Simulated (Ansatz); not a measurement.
CoSi in space group P2_13 (No. 198; Co on 4a, Si on 4a) under volume change, the program Ansatz at the LDA level (PAW), shape and atoms relaxed at each volume.

```
V (Å³/atom)  E − E(relaxed) (meV/atom)  P (GPa)
-----------  -------------------------  -------
9.365                             79.1    29.88
9.674                             33.1    18.20
9.983                              7.8     8.32
10.292                             0.0    -0.02
10.600                             7.0    -7.03
10.909                            26.4   -12.88
11.218                            56.0   -17.70
```

Task: What does a third-order Birch–Murnaghan fit give for V₀, B₀ and B′?

Result: V₀ = 10.29 Å³/atom, B₀ = 253 GPa, B′ = 4.8.

The cell was relaxed with LDA under the symmetry of its start; phonons on a q-mesh show no instability. No spin polarisation was allowed.

Potentials: the later of the program's two PAW sets.
